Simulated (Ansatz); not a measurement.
The relaxed structure here is a generated cell of Au: the first start was made by placing the elements on the sites of a structure type, and the end was not matched to a known phase here, so it may be hypothetical. Known forms of Au include space group No. 225.

One stationary structure of Au. Calculation: r2SCAN (plane waves to 500 eV, PAW, scalar-relativistic; Ansatz, a program for electronic structure).

```xyz
1
Lattice="-1.6379 1.6379 1.6379 1.6379 -1.6379 1.6379 1.6379 1.6379 -1.6379" Properties=species:S:1:pos:R:3 pbc="T T T"
Au     0.0000     0.0000     0.0000
```

**Question.** Find the space group and the Wyckoff positions (tolerance 0.01 Å).

**Answer.** Space group Im-3m (No. 229); a = b = c = 3.276 Å, α = β = γ = 90.00°

```tsv
atom	site	symmetry	x	y	z
Au	2a	m-3m	0.0000	0.0000	0.0000
```

This is the bcc (W type).

**Question.** Give the shortest distances between elements (the closest pairs, up to four, under 3.6 Å).

**Answer.** Au–Au 2.84 Å.

| Quantity | Result |
|---|---|
| Volume per atom | 17.58 Å³ |
| Band gap | zero (metallic) |

No spin polarisation in the result.

The run could not lose the symmetry of its start, so the end can be a saddle point.
